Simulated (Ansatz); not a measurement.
**Structure optimisation: tungsten, beta-W (A15)**

These are results of Ansatz, DFT, r2SCAN, plane waves (500 eV) with PAW, scalar-relativistic, not measurements. The PAW files were generated under PBE, with cores re-solved for the functional.

k-point mesh 5×5×5, Fermi-Dirac smearing 0.1 eV, no spin polarisation. Cell and atoms relax.

Starting structure:

```
W
1.0
     5.08300    0.00000    0.00000
     0.00000    5.08300    0.00000
     0.00000    0.00000    5.08300
W
8
Direct
  0.00000 0.00000 0.00000
  0.50000 0.50000 0.50000
  0.00000 0.50000 0.25000
  0.00000 0.50000 0.75000
  0.25000 0.00000 0.50000
  0.75000 0.00000 0.50000
  0.50000 0.75000 0.00000
  0.50000 0.25000 0.00000
```

What cell does the relaxation end in?

Pm-3n with a = 5.053 Å; 16.12 Å³ per atom against 16.42 at the start (-1.8 %).

How much energy does the relaxation gain?

5.1 meV per atom.

Path of the relaxation (the plane waves are chosen anew near the end, which can shift the energy a little):

| step | E − E(final) (meV/atom) | V (Å³/atom) | P (GPa) | max force (eV/Å) |
| --- | --- | --- | --- | --- |
| 0 | 5.07 | 16.416 | -5.46 | 0.000 |
| 1 | -0.10 | 16.151 | -0.55 | 0.000 |
| 2 | -0.17 | 16.123 | 0.00 | 0.000 |
| 3 | 0.00 | 16.123 | 0.00 | 0.000 |
